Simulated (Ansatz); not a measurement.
The elements of this relaxed trial crystal are hidden behind letters.

```
lattice vectors (Å)
   5.2213    0.0000    0.0000
   0.0000    5.2213    0.0000
   0.0000    0.0000    5.2213
fractional positions
X 0.5000 0.5000 0.5000
Z 0.0000 0.5000 0.5000
Z 0.5000 0.0000 0.5000
Z 0.5000 0.5000 0.0000
```

Level of theory: Ansatz 0.2.0, DFT PBE, scalar-relativistic, plane waves, PAW. Settings of the last relaxation (4-atom cell): 420 eV, 10×10×10 k points, Gaussian smearing of 0.10 eV, no spin polarisation.

- Space group: Pm-3m (No. 221)
- Conventional cell: a = 5.221 Å
- Volume per atom: 35.59 Å³
- Density: 2.63 g/cm³
- Energy over the elements: −0.88 eV/atom
- Gap on the 10×10×10 mesh of the 4-atom cell: 0 eV (a metal)

Energies are uncorrected and count from the elements' standard states at the same level.

Task: X is a p-block element of period 5 and Z is a p-block element of period 3. Which elements are they?

Result: X = Sn, Z = Cl, so the formula is SnCl3, here in the ReO3 type. Density times volume gives a mean mass of 2.63 × 35.59/1.6605 = 56.4 u per atom, and this set has 56.3 u. Among the elements that the hints allow, noble gases aside, only these give it. Sn has 6 Cl at 2.61 Å; Cl has 2 Sn at 2.61 Å.

An odd number of electrons in the primitive cell allows no gap without spin; a larger cell or a magnetic state could open one. Symmetry constrained the relaxation, so the result can be a saddle point.
